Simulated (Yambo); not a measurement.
BP (wurtzite, space group P6_3mc, No. 186): the exchange self-energy on PBEsol orbitals (Yambo, 6×6×4 mesh) holds the Coulomb divergence, which is integrated with random points (RandQpts).

| random points | exchange-only gap Γ → K (eV) | shift of the valence edge (eV) | gap against the reference (meV) |
|---|---|---|---|
| 1,000 | 6.86 | -1.88 | 174 |
| 10,000 | 6.64 | -1.55 | -49 |
| 100,000 | 6.70 | -1.66 | 17 |
| 1,000,000 | 6.70 | -1.65 | 10 |
| 5,000,000 | 6.69 | -1.64 | reference |

From 100,000 points on, the gap stays within 20 meV of the run with most points. The error is statistical; each row is a single draw, so the rows fix no rate of convergence.

Geometry relaxed with PBEsol; primitive cell a = b = 3.180 Å, c = 5.274 Å, α = β = 90.00°, γ = 120.00°.

This is not the ordinary phase of the substance; no match was found in the copy of COD used, and its stability was not checked.

A shift is the quasiparticle energy of the state minus its PBEsol energy.
